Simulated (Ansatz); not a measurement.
KMgF3 (cubic perovskite, Pm-3m) under volume change, PBE in the plane-wave PAW code Ansatz, scaled uniformly.

| V (Å³/atom) | E − E(relaxed) (meV/atom) | P (GPa) |
|---|---|---|
| 12.126 | 26.6 | 7.71 |
| 12.526 | 11.1 | 4.72 |
| 12.926 | 2.6 | 2.17 |
| 13.326 | 0.0 | 0.01 |
| 13.726 | 2.3 | -1.83 |
| 14.125 | 8.8 | -3.39 |
| 14.525 | 19.0 | -4.71 |

Problem. What does a third-order Birch–Murnaghan fit give for V₀, B₀ and B′?

Solution. V₀ = 13.33 Å³/atom, B₀ = 66.2 GPa, B′ = 4.4.

The cell was relaxed with PBE under the symmetry of its start.

Potentials: the later of the program's two PAW sets.
